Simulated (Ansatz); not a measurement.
SnTe (rock salt, Fm-3m) at seven volumes, DFT-PBE in the program Ansatz with PAW potentials, scaled uniformly. One row is withheld.

| V (Å³/atom) | P (GPa) |
|---|---|
| 29.951 | 4.72 |
| 30.938 | ? |
| 31.926 | 1.29 |
| 32.913 | 0.06 |
| 33.901 | -1.07 |
| 34.888 | -2.04 |
| 35.875 | -2.86 |

Fit the shown pressures and predict the withheld one.

P = (3/2)B₀(x^(7/2) − x^(5/2))[1 + (3/4)(B′ − 4)(x − 1)] with x = (V₀/V)^(2/3). Least squares on the six rows gives V₀ = 32.935 Å³/atom, B₀ = 40.2 GPa, B′ = 4.41. At V = 30.938, x = 1.0426 and P = 2.89 GPa. The run itself gave 2.86 GPa.

The PBE relaxation kept the symmetry of its start. At this level the phase is dynamically unstable (imaginary phonons). Spin–orbit coupling is left out wherever it is not named.

Potentials: the later of the program's two PAW sets.
